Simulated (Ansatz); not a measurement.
All numbers below come from DFT PBE, scalar-relativistic, plane waves, PAW (Ansatz). Settings: cutoff 420 eV, Γ-centred meshes spaced at most about 0.3 Å⁻¹, and about 0.25 Å⁻¹ or finer for metals (2π included), Gaussian smearing. No spin polarisation in the final relaxations.

All energies are static (0 K, no zero-point motion).

Two forms of HfPdSe2 were relaxed alike.

A.

Space group P4/mmm (No. 123). a = 3.779 Å, b = 3.779 Å, c = 5.750 Å, α = 90.00°, β = 90.00°, γ = 90.00°
| atom | site | symmetry | x | y | z |
| --- | --- | --- | --- | --- | --- |
| Hf | 1d | 4/mmm | 0.5000 | 0.5000 | 0.5000 |
| Pd | 1c | 4/mmm | 0.5000 | 0.5000 | 0.0000 |
| Se | 1b | 4/mmm | 0.0000 | 0.0000 | 0.5000 |
| Se | 1a | 4/mmm | 0.0000 | 0.0000 | 0.0000 |

B.

Space group P4/mmm (No. 123). a = 3.855 Å, b = 3.855 Å, c = 5.356 Å, α = 90.00°, β = 90.00°, γ = 90.00°
| atom | site | symmetry | x | y | z |
| --- | --- | --- | --- | --- | --- |
| Hf | 1a | 4/mmm | 0.0000 | 0.0000 | 0.0000 |
| Pd | 1d | 4/mmm | 0.5000 | 0.5000 | 0.5000 |
| Se | 1b | 4/mmm | 0.0000 | 0.0000 | 0.5000 |
| Se | 1c | 4/mmm | 0.5000 | 0.5000 | 0.0000 |

Task: Which would you expect to be lower, and how large is the difference?

Result: B is lower, by 0.33 eV/atom. A has space group P4/mmm (No. 123), 20.5 Å³/atom and no gap on its mesh; B has space group P4/mmm (No. 123), 19.9 Å³/atom and no gap. Counting Se atoms around Hf and Pd (those within 1.25 times the shortest such distance or 1.15 times the sum of covalent radii), A has Hf 4, Pd 4 and B has Hf 6, Pd 6. The denser one is the lower, and pressure would at first widen the difference. Both come from invented guesses. A third cell relaxed alike, in P-3m1, lies 236 meV/atom below the lower of the two.

Spin–orbit coupling, which can matter for Hf, is left out. Cells relaxed within their symmetry can be saddle points.
